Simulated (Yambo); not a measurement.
Optical response of Hf

```xyz
2
Lattice="3.1924 0.0000 0.0000 -1.5962 2.7647 0.0000 0.0000 0.0000 5.0450" Properties=species:S:1:pos:R:3 pbc="T T T"
Hf     0.0000     1.8431     1.2613
Hf     1.5962     0.9216     3.7838
```

Yambo, TDDFT with the adiabatic LDA kernel on LDA bands; 15×15×8 mesh, 63 bands, 4 Ry local-field block, 0.25 eV broadening; field along x.

```
E (eV)  Im ε  Im ε, independent particles
------  ----  ---------------------------
0.6     20.4                         20.5
1.1     29.4                         29.5
1.6     25.2                         25.2
2.1     24.6                         24.6
2.6     19.9                         19.7
3.1     15.3                         15.2
3.6     11.3                         11.5
4.1     9.22                         9.38
4.6     8.61                         8.69
5.1     7.10                         7.11
5.6     7.11                         7.09
6.1     5.83                         5.81
6.6     5.12                         5.10
7.1     4.09                         4.06
7.6     3.87                         3.83
8.1     3.58                         3.55
8.6     3.46                         3.43
9.1     4.05                         4.06
9.6     4.36                         4.40
10.1    3.50                         3.50
10.6    2.21                         2.18
11.1    1.61                         1.58
11.6    1.15                         1.13
12.1    1.01                         0.99
12.6    0.98                         0.97
13.1    0.95                         0.96
13.6    0.81                         0.82
14.1    0.70                         0.71
14.6    0.66                         0.68
15.1    0.66                         0.69
15.6    0.64                         0.69
16.1    0.48                         0.50
16.6    0.36                         0.37
17.1    0.30                         0.30
17.6    0.30                         0.30
18.1    0.25                         0.26
18.6    0.22                         0.23
19.1    0.19                         0.19
19.6    0.16                         0.18
```

Only interband transitions are included: the Drude term is missing, so nothing below about 0.6 eV and no real part is shown. Peak heights and small wiggles depend on the k mesh.

Spin-orbit coupling is left out; for elements this heavy it splits bands near the Fermi level.

Geometry of the Materials Project entry, not relaxed at this level.
